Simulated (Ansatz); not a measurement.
Bi2Te3:
```
Bi2Te3
1.0
    2.19348     1.26641    10.09366
   -2.19348     1.26641    10.09366
    0.00000    -2.53281    10.09366
Bi Te
2 3
Direct
  0.59984   0.59984   0.59984
  0.40016   0.40016   0.40016
  0.79071   0.79071   0.79071
  0.20929   0.20929   0.20929
  0.00000   0.00000   0.00000
```

Relaxed with PBE+D3(BJ). Independent-particle spectrum: no excitons, no local fields, no scissors shift; 0.1 eV broadening; ε₁ of the summed bands alone.

Tabulate the dielectric function from PBE+D3(BJ) in the plane-wave PAW code Ansatz.



| E (eV) | ε₁ xx | ε₂ xx | ε₁ zz | ε₂ zz |
|---|---|---|---|---|
| 0.0 | 44.42 | 0.00 | 41.68 | 0.00 |
| 0.5 | 52.18 | 1.45 | 46.87 | 1.16 |
| 1.0 | 67.27 | 24.32 | 63.86 | 14.38 |
| 1.5 | 41.86 | 102.80 | 72.72 | 72.15 |
| 2.0 | -36.04 | 48.66 | -39.57 | 77.92 |
| 2.5 | -24.05 | 17.16 | -30.92 | 22.70 |
| 3.0 | -14.94 | 8.27 | -19.17 | 9.97 |
| 3.5 | -9.36 | 4.61 | -12.70 | 5.19 |
| 4.0 | -5.82 | 2.93 | -8.23 | 2.86 |
| 4.5 | -3.22 | 2.53 | -5.41 | 1.80 |
| 5.0 | -1.83 | 2.31 | -3.19 | 1.29 |
| 5.5 | 0.01 | 2.30 | -1.03 | 0.98 |
| 6.0 | 1.84 | 3.19 | 1.45 | 1.83 |
| 6.5 | 0.95 | 7.64 | 0.34 | 4.72 |
| 7.0 | -2.91 | 5.35 | -0.52 | 6.13 |
| 7.5 | -2.49 | 4.64 | -2.76 | 5.50 |
| 8.0 | -2.86 | 2.94 | -2.94 | 3.23 |
| 8.5 | -2.40 | 2.27 | -2.55 | 2.35 |
| 9.0 | -2.05 | 1.81 | -2.18 | 1.85 |
| 9.5 | -1.63 | 1.45 | -1.76 | 1.40 |
| 10.0 | -1.27 | 1.30 | -1.38 | 1.18 |
| 10.5 | -1.16 | 1.24 | -1.13 | 1.12 |
| 11.0 | -1.01 | 1.03 | -1.01 | 1.00 |
| 11.5 | -0.83 | 0.90 | -0.82 | 0.87 |
| 12.0 | -0.65 | 0.76 | -0.64 | 0.77 |

From ε at 0.5 eV (xx: 52.18 + 1.45i), find n, k, the normal reflectivity and the absorption coefficient.

n = 7.22, k = 0.100, R = 57 %, α = 2kE/ħc = 5100 cm⁻¹.

With all bands, ε∞ without local fields is 44.6 (xx = yy), 41.8 (zz).

Space group R-3m. Symmetry was held in the PBE+D3(BJ) relaxation; of distortions, only those at the zone centre were tested. Scalar-relativistic: spin–orbit coupling is off unless named, which matters more the heavier the elements.

Potentials: the later of the program's two PAW sets.
